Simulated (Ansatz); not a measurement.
Y3Au2:
```
Y3Au2
1.0
    8.12547     0.00000     0.00000
    0.00000     8.12547     0.00000
    0.00000     0.00000     3.82572
Au Y
4 6
Cartesian
  5.15468   1.09194   0.00000
  7.03353   5.15468   0.00000
  2.97079   7.03353   0.00000
  1.09194   2.97079   0.00000
  0.00000   0.00000   0.00000
  4.06274   4.06274   0.00000
  1.31161   5.37435   1.91286
  2.75112   1.31161   1.91286
  6.81386   2.75112   1.91286
  5.37435   6.81386   1.91286
```

Relaxed with r²SCAN. Special points in fractions of this cell's reciprocal vectors: Γ (0.000, 0.000, 0.000); X (0.000, 0.500, 0.000); M (0.500, 0.500, 0.000); Z (0.000, 0.000, 0.500); R (0.000, 0.500, 0.500); A (0.500, 0.500, 0.500).

**Question.** List the band energies nearest the Fermi level at these points for r²SCAN (plane waves, PAW; program Ansatz).

**Answer.** In eV from the Fermi level; about four levels below and three above (degenerate sets whole), none deeper than 8.9 eV; points with the same levels are listed once.

```csv
k,below,above
Γ,-1.73 -1.01 -1.01 -0.44,0.56 0.71 0.97
X,-1.15 -1.15 -0.12 -0.12,0.21 0.21 1.09 1.09
M,-0.54 -0.54 -0.43 -0.43,0.23 0.23 1.44 1.44
Z,-1.00 -0.33 -0.21 -0.16,0.14 0.14 0.53
R,-0.79 -0.79 -0.27 -0.27,0.31 0.31 0.61 0.61
A,-0.93 -0.93 -0.34 -0.34,0.09 0.09 0.13 0.13
```

Space group P4/mbm. The workflow started from an entry of the Crystallography Open Database (COD, 293 K). Whether it is the stable phase at ambient conditions was not checked. The r²SCAN relaxation kept the symmetry of its start; its stability against distortions is not shown here. The run is not spin-polarised. Spin–orbit coupling is left out wherever it is not named.

Potentials: the later of the program's two PAW sets.
